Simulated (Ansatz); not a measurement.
Data:

Starting cell, Cs2AgBiBr6 (double-perovskite type, space group Fm-3m):

```
Cs2AgBiBr6
1.0
    0.00000     5.73848     5.73848
    5.73848     0.00000     5.73848
    5.73848     5.73848     0.00000
Cs Ag Bi Br
2 1 1 6
Direct
  0.25000   0.25000   0.25000
  0.75000   0.75000   0.75000
  0.50000   0.50000   0.50000
  0.00000   0.00000   0.00000
  0.74863   0.25137   0.25137
  0.25137   0.74863   0.74863
  0.25137   0.74863   0.25137
  0.74863   0.25137   0.74863
  0.25137   0.25137   0.74863
  0.74863   0.74863   0.25137
```

The atoms are displaced by Q × the pattern below (from a DFPT mode at Γ, largest move 1; Q in Å), at fixed cell. It is one choice among 3 degenerate patterns.

```json
[
 {"atom": "Cs1", "x": "0.012", "y": "0.000", "z": "0.000"},
 {"atom": "Cs2", "x": "-0.012", "y": "0.000", "z": "0.000"},
 {"atom": "Br7", "x": "0.000", "y": "0.000", "z": "1.000"},
 {"atom": "Br8", "x": "0.000", "y": "0.000", "z": "-1.000"},
 {"atom": "Br9", "x": "0.000", "y": "1.000", "z": "0.000"},
 {"atom": "Br10", "x": "0.000", "y": "-1.000", "z": "0.000"}
]
```

Atoms not listed stay in place.

The numbers are results of PBE (plane waves to 420 eV, PAW, scalar-relativistic; Ansatz, a quantum-chemistry and plane-wave program), not measurements. k mesh 5×5×5 (Γ-centred), Fermi-Dirac smearing 0.05 eV. Energies are smeared free energies. Cs2AgBiBr6 was relaxed with its symmetry unable to fall. Spin-orbit coupling is left out, though Bi is heavy. The zero of ΔE is the undisplaced structure.

The scan covers Q from -0.280 to 0.280 Å in 13 points.

Is this a single well or a double well?

A single well with its minimum at or next to zero displacement.

Is the energy the same for equal positive and negative displacements?

Even: the same for both signs.

Which space group does the distorted structure have?

Immm (No. 71), lowered from Fm-3m.

What is the energy change at Q = 0.280 Å?

195.8 meV/cell.

What harmonic wavenumber does the curvature at Q = 0 give?

63 cm⁻¹.

(For displaced atoms, the force is minus the slope of the energy, and its curvature is a force constant, which sets phonon frequencies.)
